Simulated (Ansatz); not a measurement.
Consider the following.

GaN:
```
GaN
1.0
    3.15165     0.00000     0.00000
   -1.57582     2.72941     0.00000
    0.00000     0.00000     5.13818
Ga N
2 2
Direct
  0.66667   0.33333   0.49930
  0.33333   0.66667   0.99930
  0.66667   0.33333   0.87570
  0.33333   0.66667   0.37570
```

This is the LDA-relaxed structure. Cartesian axes are those of the cell as given.

Q: All from LDA (plane waves, PAW; program Ansatz), unless another level is named. Give the hole effective mass, band 1 of 2 at the edge.

A: 2.2 along x (mₑ).

Q: Predict the band gap.

A: 2.13 eV (direct).

Q: What about the electron effective mass?

A: 0.18, 0.20, 0.20 mₑ (principal values).

Q: Next, the valence-band maximum?

A: at Γ.

Space group P6_3mc (wurtzite). The cell was relaxed with LDA under the symmetry of its start. Scalar-relativistic: spin–orbit coupling is off unless named, which matters more the heavier the elements.

Potentials: the earlier of the program's two PAW sets. The files were generated under PBE; for other functionals the program regenerates the frozen cores, and for LDA and PBEsol the local potential too.
